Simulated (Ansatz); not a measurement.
# ZrZnNi$_{4}$: computed property card

ZrZnNi₄:
```cif
data_Ni4ZnZr
_chemical_formula_sum 'Ni4 Zr1 Zn1'
_space_group_name_H-M_alt 'P 1'
_space_group_IT_number 1
_cell_length_a 4.74571
_cell_length_b 4.74571
_cell_length_c 4.74571
_cell_angle_alpha 60.000
_cell_angle_beta 60.000
_cell_angle_gamma 60.000
loop_
_space_group_symop_operation_xyz
  'x, y, z'
loop_
_atom_site_label
_atom_site_type_symbol
_atom_site_fract_x
_atom_site_fract_y
_atom_site_fract_z
_atom_site_occupancy
Ni1 Ni 0.37595 0.37595 0.87215 1
Ni2 Ni 0.37595 0.87215 0.37595 1
Ni3 Ni 0.87215 0.37595 0.37595 1
Ni4 Ni 0.37595 0.37595 0.37595 1
Zr1 Zr 0.00000 0.00000 0.00000 1
Zn1 Zn 0.75000 0.75000 0.75000 1
```

Space group F-43m (No. 216); conventional cell a = b = c = 6.7114 Å, α = β = γ = 90.00°.

Method: r²SCAN in the plane-wave PAW code Ansatz. Structure relaxed to zero pressure with the same functional. Other levels are named where they apply.

### Cell and energy

| Item | Value |
|---|---|
| Volume per atom | 12.60 Å³ |
| Density | 8.60 g/cm³ |
| Formation energy from the elements (no fitted shifts) | -0.40 eV/atom |

### Electronic structure

| Item | Result |
|---|---|
| Electronic character | metallic (no gap) |
| Density of states at the Fermi level | 0.55 states/eV per atom (mean over ±0.08 eV) |

### Magnetism

| Quantity | Value |
|---|---|
| Magnetic order | non-magnetic (starting moments vanished) |

### Charges

| Quantity | Value |
|---|---|
| Bader charges | Ni -0.45, Zr +1.64, Zn +0.14 e |

The workflow started from an entry of the Crystallography Open Database (COD). Its standing as an ambient phase is unchecked. The cell was relaxed with r²SCAN under the symmetry of its start; whether a distortion lowers the energy is not shown. The workflow began spin-polarised and lost its moments. The references are the lowest solids computed at this level, not always the standard phases. Scalar-relativistic: spin–orbit coupling is off unless named, which matters more the heavier the elements.

Potentials: the later of the program's two PAW sets.
